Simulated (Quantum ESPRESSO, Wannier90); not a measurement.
## Tight-binding from DFT: CdI2 (CdI2 type)

```
begin unit_cell_cart
ang
    4.2910101438    0.0000000000    0.0000000000
   -2.1455050719    3.7161237924    0.0000000000
    0.0000000000    0.0000000000    7.3035800000
end unit_cell_cart
begin atoms_frac
Cd   0.0000000000  0.0000000000  0.0000000000
I    0.3333333333 -0.3333333333  0.2357900000
I   -0.3333333333  0.3333333333 -0.2357900000
end atoms_frac
```

Materials Project entry mp-567259; symmetrised, unrelaxed at this level. COD (Crystallography Open Database) has the formula in 5 space groups, this one among them (matched by group alone). Level: PBEsol, spinors with spin-orbit coupling; pw.x of Quantum ESPRESSO at 82 Ry with PseudoDojo potentials, 6×6×4 k-points, Wannier90. Density: 12×12×4 mesh, cold smearing 0.01 Ry. The cell is built of weakly bound layers, chains or molecules, whose nearest atoms lie 4.59 Å apart. Database cells relaxed without dispersion often hold them too far apart, which can enlarge gaps and weakens couplings between them; spacing and stacking were not compared with the measured crystal.

Bands 35-36 form an isolated set from 2.00 to 3.07 eV relative to the valence-band maximum (on the path) and are turned into 2 Wannier functions by minimising the spread from the start: atomic waves Cd 5s.

Centres (Cartesian, Å; one of the equivalent choices) and spreads:

```
n      x      y      z  spread (Å²)  nearest atom
-  -----  -----  -----  -----------  ------------
1  0.000  0.000  0.000        9.134           Cd1
2  0.000  0.000  0.000        9.134           Cd1
```

Ω_I = 18.26 Å², Ω_total = 18.27 Å²; the interpolated bands follow pw.x to 11 meV rms on the path. Only this start was tried; a symmetric start can stop on a saddle, and mixtures of these functions could lower the total by at most Ω_total − Ω_I.
